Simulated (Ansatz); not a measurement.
CsHgCl3 (cubic perovskite)

```
CELL_PARAMETERS angstrom
      5.32511     0.00000     0.00000
      0.00000     5.32511     0.00000
      0.00000     0.00000     5.32511
ATOMIC_POSITIONS crystal
  Cs 0.00000 0.00000 0.00000
  Hg 0.50000 0.50000 0.50000
  Cl 0.00000 0.50000 0.50000
  Cl 0.50000 0.00000 0.50000
  Cl 0.50000 0.50000 0.00000
```

The relaxed cell is deformed in two ways at once: its volume V is scaled, and at that volume it is stretched along z (the c axis of the conventional cell) so that c/a changes. Fractional atomic positions are held.

Calculation: r2SCAN (plane waves to 500 eV, PAW, scalar-relativistic; Ansatz, a first-principles code). k mesh 9×9×9 (Γ-centred), Fermi-Dirac smearing 0.05 eV. Stress and pressure are positive under compression. With partly filled bands, the response to shear is sensitive to the k mesh, so small differences along c/a are uncertain. At this level the bands of CsHgCl3 touch or barely overlap. CsHgCl3 was relaxed with its symmetry unable to fall. Spin-orbit coupling is left out, though Hg is heavy.

At one point of the scan the stress tensor (GPa) is:

```
   -1.3      0.0      0.0
    0.0     -1.3      0.0
    0.0      0.0     -1.9
```

Problem. Which point is it?
(A) V/V₀ = 1.053, (c/a)/(c/a)₀ = 1.027
(B) V/V₀ = 1.027, (c/a)/(c/a)₀ = 0.973
(C) V/V₀ = 1.080, (c/a)/(c/a)₀ = 0.987
(D) V/V₀ = 1.000, (c/a)/(c/a)₀ = 1.027

Solution. A, V/V₀ = 1.053, (c/a)/(c/a)₀ = 1.027

(Under strain, the slope of the energy per volume gives the stress and its curvature an elastic modulus.)
